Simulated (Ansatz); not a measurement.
# HfB₂: levels along high-symmetry lines

```
Hf B
1.0
     3.14000    0.00000    0.00000
    -1.57000    2.71932    0.00000
     0.00000    0.00000    3.48000
Hf B
1 2
Direct
  0.00000 0.00000 0.00000
  0.33333 0.66667 0.50000
  0.66667 0.33333 0.50000
```

Atoms are numbered in the order listed.

The geometry is COD entry 1510711, unchecked; take it as a test cell.

No spin–orbit coupling, which matters for the heavy atoms here.

Computed with DFT, PBEsol, all-electron LAPW, scalar-relativistic in Ansatz 0.2.0.

Settings: a Γ-centred 15×15×12 k mesh, Fermi–Dirac smearing of 0.03 eV, basis error target 1 meV/atom, no spin polarisation.

Points in fractions of the reciprocal vectors of this cell: Γ (0, 0, 0), M (0.5, 0, 0), K (0.333, 0.333, 0), A (0, 0, 0.5), L (0.5, 0, 0.5), H (0.333, 0.333, 0.5). The path runs Γ–M–K–Γ–A–L–H–A–L. Energies are in eV from the Fermi level; (×n) counts levels within 4 meV of each other, which need not be degenerate by symmetry.

(1) List the levels at K between -14 and 4.5 eV.

(2) List the levels at M between -14 and 4.5 eV.

(3) List the levels at H between -14 and 4.5 eV.

(4) What is the band gap?

Answers

(1) -11.77 (×2), -11.71 (×3), -11.69, -11.64, -8.23 (×2), -7.78, -2.62 (×2), 1.70 (×2), 3.39.

(2) -11.80, -11.74, -11.73, -11.69 (×2), -11.68, -11.65, -9.80, -8.95, -4.17, -3.39, -2.93, 2.16, 2.65.

(3) -11.73 (×2), -11.72 (×3), -11.70, -11.64, -9.09 (×2), -5.51, -3.19 (×2), 4.36.

(4) none: bands cross the Fermi level, a metal.
